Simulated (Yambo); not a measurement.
A G0W0@PBEsol run in Yambo for ZrNBr (space group Pmmn, No. 59) (4×4×1 Γ-centred k mesh, bands 3 to 194 and a 7 Ry block in the screening, 194 bands in G with the Bruneval-Gonze terminator, plasmon pole fitted at 27.2 eV) gives these matrix elements, in eV, at the band edges (Γ → Γ):

```tsv
state	E0	<Vxc>	<Σx>	<Σc(E0)>	Z
valence edge	0.000	-17.181	-19.925	2.606	0.782
conduction edge	1.755	-14.417	-8.915	-4.422	0.813
```

**Question.** Solve the linearised quasiparticle equation for both states, give the gap, and say how exchange and correlation each act on it.

**Answer.** E = E0 + Z(Σx + Σc − Vxc). Valence: 0.000 + 0.782 × (-19.925 + (2.606) − (-17.181)) = -0.11 eV. Conduction: 1.755 + 0.813 × (-8.915 + (-4.422) − (-14.417)) = 2.63 eV. The gap is 2.74 eV, against 1.75 eV in PBEsol. Replacing Vxc by bare exchange alone would open it by 8.25 eV; correlation takes back 7.03 eV of that, and Z scales what is left. Nearest settings tried, and what they do to the gap: 126 bands in G: +10 meV; 92 bands in W: +67 meV; 6 Ry block (211 vectors against 275): -41 meV; 2×2×1 mesh: +43 meV. So the settings aren't converged at that level. The k mesh is coarse. Spin-orbit splittings are left out.

Geometry relaxed with PBE+D3(BJ); primitive cell a = 3.604 Å, b = 4.106 Å, c = 8.676 Å, α = 90.00°, β = 90.00°, γ = 90.00°.
